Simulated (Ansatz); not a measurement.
Conduction electrons in ScPt (Pm-3m)

```yaml
crystal:
  lattice:
    - [3.22999, 0.00000, 0.00000]
    - [0.00000, 3.22999, 0.00000]
    - [0.00000, 0.00000, 3.22999]
  atoms:
    - { symbol: Sc, position: [0.50000, 0.50000, 0.50000] }
    - { symbol: Pt, position: [0.00000, 0.00000, 0.00000] }
```

Level of theory, where no other is named: LDA, all-electron LAPW in Ansatz 0.2.0, scalar-relativistic. k mesh 12×12×12, fine mesh 16×16×16, Fermi-Dirac smearing of 0.080 eV, basis error target 1 meV/atom. The cell was relaxed by PAW under this functional.

Levels and slopes are solved on a 16×16×16 mesh, and each state is taken as quadratic over its cell.

Q: What is the density of states at the Fermi level, and which bare Sommerfeld coefficient follows?

A: N(E_F) = 0.635 states/eV/atom (both spins), so γ = (π²/3) k_B² N(E_F) = 1.5 mJ/(mol-atom K²) without electron-phonon or spin-fluctuation enhancement.

Q: What Drude plasma energy and σ/τ do the band velocities give?

A: (ħω_p,α)² = (e²/ε₀VN_k) Σ_nkσ (∂E/∂k_α)² δ(E − E_F) gives ħω_p = (7.73, 7.73, 7.73) eV along x, y, z, and σ/τ = ε₀ω_p² = 12.2×10²⁰ Ω⁻¹m⁻¹s⁻¹ along x. Weighted by the density of states, the mean Fermi speed is 0.737×10⁶ m/s; the surface has an area of 22.7 Å⁻² for each spin direction.

Q: Which bands cross the Fermi level, and what do they carry?

A: 

```tsv
band	filled part	N (states/eV/cell)	speed (10⁶ m/s)	5th to 95th percentile	area (Å⁻²)	filling
1	0.42	0.83	0.864	0.46 to 1.16	17.4	partly filled
2	0.07	0.44	0.498	0.31 to 0.81	5.31	nearly empty
```

Q: Map the plane k₃ = 1/2 of the mesh: how many bands lie under the Fermi level at each point, counted from the least on the plane?

A: k₁ runs to the right and k₂ upwards, each from −½ to ½ with 0 in the middle (the axes needn't be at right angles):
```
2222211000112222
2221111111111122
2211111111111112
2211111111111112
2111111111111111
2111111111111111
0011111222111110
0011111222111110
0011111222111110
2111111111111111
2111111111111111
2211111111111112
2211111111111112
2221111111111122
2222211000112222
2222222000222222
```

Q: On PAW files the program sums the optical response inside the mesh cells, interband lines and its own Drude term. Where does ε₁ rise through zero (a sharp plasmon if ε₂ is small there), and how much light is reflected?

A: 

```json
{
 "Fine mesh": "16, 16, 16",
 "Window top": "30 eV",
 "Line width": "0.15 eV",
 "Drude damping": "0.03 eV",
 "ε₁ rises through zero at x": "2.56, 11.89, 19.49 eV",
 "ε₂ there x": "3.16, 1.45, 1.3",
 "Plasma energy (x, y, z)": "7.401, 7.401, 7.401 eV",
 "Reflectivity at 1 eV, x-polarised": "0.9062",
 "Reflectivity at 2 eV, x-polarised": "0.6189",
 "Reflectivity at 3 eV, x-polarised": "0.1944"
}
```

The plasma energy here is the program's own sum at the run's smearing; it differs from the value above by up to 4 %, through mesh and smearing.

Q: What does PAW give for the same cell?

A: N(E_F) = 0.634 states/eV/atom and ħω_p,x = 7.73 eV.

Known limits: no spin-orbit coupling on heavy atoms; these sums move with the mesh, by several per cent and more for small sheets; frozen-core PAW files fitted under PBE, their cores solved anew for the functional of the run.
